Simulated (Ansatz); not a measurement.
## Data sheet: SiGe (DFT)

SiGe:
```yaml
crystal:
  lattice:
    - [3.92503, 0.00000, 0.00000]
    - [0.00000, 3.92237, 0.00000]
    - [0.00000, 0.00000, 11.08215]
  atoms:
    - { symbol: Si, position: [0.25000, 0.00000, 0.31971] }
    - { symbol: Si, position: [0.25000, 0.50000, 0.43974] }
    - { symbol: Si, position: [0.75000, 0.50000, 0.56026] }
    - { symbol: Si, position: [0.75000, 0.00000, 0.68029] }
    - { symbol: Ge, position: [0.25000, 0.00000, 0.80495] }
    - { symbol: Ge, position: [0.25000, 0.50000, 0.93521] }
    - { symbol: Ge, position: [0.75000, 0.50000, 0.06479] }
    - { symbol: Ge, position: [0.75000, 0.00000, 0.19505] }
```

Space group Pmma (No. 51); conventional cell a = 3.9250 Å, b = 3.9224 Å, c = 11.0821 Å, α = β = γ = 90.00°.

Method: DFT-PBEsol in the program Ansatz with PAW potentials. Structure relaxed to zero pressure with the same functional. Other levels are named where they apply.

**Cell and energy**

* **Volume per atom**: 21.33 Å³
* **Density**: 3.92 g/cm³
* **Formation energy from the elements (no fitted shifts)**: 0.013 eV/atom

**Electronic structure**

- Band gap = 0.25 eV (indirect)
- Valence-band maximum = at Γ
- Conduction-band minimum = at Z (k = 0.000, 0.000, 0.500 in fractions of the reciprocal vectors)
- Smallest direct gap on the standard path = 0.33 eV
- Electron effective mass = 0.14, 0.27, 4.1 mₑ (principal values)
- Electron effective mass with spin–orbit coupling = 0.14, 0.27, 4.1 mₑ (principal values)
- Hole effective mass = 0.061, 0.24, 2.1 mₑ (principal values)
- Hole effective mass with spin–orbit coupling = 0.081, 0.21, 0.21 mₑ (principal values)
- HSE06 gap on the PBEsol cell = 0.90 eV
- Gap with spin–orbit coupling = 0.20 eV

**Mechanics**

- Bulk modulus (Birch–Murnaghan fit): 80.9 GPa
- Pressure derivative B′: 4.5
- Elastic constants (relaxed ions, GPa): C11 = 164, C22 = 164, C33 = 136, C12 = 26.9, C13 = 53.0, C23 = 52.9, C44 = 67.6, C55 = 67.5, C66 = 41.9
- Mechanical stability: stable (all eigenvalues of C positive)
- Hill bulk and shear moduli: 81.1 and 56.0 GPa
- Young's modulus: 137 GPa
- Poisson's ratio: 0.22
- Debye temperature from the elastic constants: 449 K

**Phonons**

- Highest zone-centre frequency (without LO–TO term) = 480 cm^-1
- Zone-centre stability = no imaginary mode at Γ

The start of the workflow was typed in or built on a structure type; neither database checked (COD, Materials Project) lists it. Its standing as an ambient phase is unchecked. The cell was relaxed with PBEsol under the symmetry of its start. The references are the lowest solids computed at this level, not always the standard phases. Scalar-relativistic: spin–orbit coupling is off unless named, which matters more the heavier the elements.

Potentials: the later of the program's two PAW sets.
